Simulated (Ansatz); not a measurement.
Relaxed-ion elastic tensor of ScGa3 (Cu3Au type, Pm-3m) in GPa (Voigt order), plane-wave PAW PBEsol (Ansatz code); density 6.36 g/cm³, 16.59 Å³ per atom.

```json
[
 {"": "1", "1": "146", "2": "50.6", "3": "50.6", "4": "0.0", "5": "0.0", "6": "0.0"},
 {"": "2", "1": "50.6", "2": "146", "3": "50.6", "4": "0.0", "5": "0.0", "6": "0.0"},
 {"": "3", "1": "50.6", "2": "50.6", "3": "146", "4": "0.0", "5": "0.0", "6": "0.0"},
 {"": "4", "1": "0.0", "2": "0.0", "3": "0.0", "4": "39.6", "5": "0.0", "6": "0.0"},
 {"": "5", "1": "0.0", "2": "0.0", "3": "0.0", "4": "0.0", "5": "39.6", "6": "0.0"},
 {"": "6", "1": "0.0", "2": "0.0", "3": "0.0", "4": "0.0", "5": "0.0", "6": "39.6"}
]
```

Question: Is the crystal mechanically stable?

Answer: Yes: the smallest eigenvalue of C is 39.6 GPa.

Question: Work out the Voigt, Reuss and Hill averages.

Answer: K_V = 82.4, K_R = 82.4, K_H = 82.4; G_V = 42.9, G_R = 42.6, G_H = 42.7 GPa.

Question: Give Young's modulus, Poisson's ratio, Pugh's ratio and the universal anisotropy index.

Answer: E = 9KG/(3K + G) = 109 GPa; ν = 0.28; K/G = 1.93 (ductile by the Pugh limit of 1.75); A_U = 5G_V/G_R + K_V/K_R − 6 = 0.04.

Question: Estimate the sound speeds and the Debye temperature.

Answer: v_l = √((K + 4G/3)/ρ) = 4680 m/s, v_t = √(G/ρ) = 2590 m/s, mean 2890 m/s; Θ = (h/k)(3n/4πV)^(1/3) v_m = 337 K.

Question: Give the Zener ratio and Young's modulus along [100], [110] and [111].

Answer: A = 2C44/(C11 − C12) = 0.83; 1/E = S11 − 2(S11 − S12 − S44/2)Γ with Γ = 0, 1/4, 1/3 gives 120, 106, 102 GPa.

The workflow started from an entry of the Crystallography Open Database (COD). Its standing as an ambient phase is unchecked. The PBEsol relaxation kept the symmetry of its start; of distortions, only those at the zone centre were tested. No spin polarisation was allowed. As this level gives no gap, shear constants depend on the k-mesh and smearing (Fermi–Dirac, 0.1 eV here).

Potentials: the later of the program's two PAW sets.
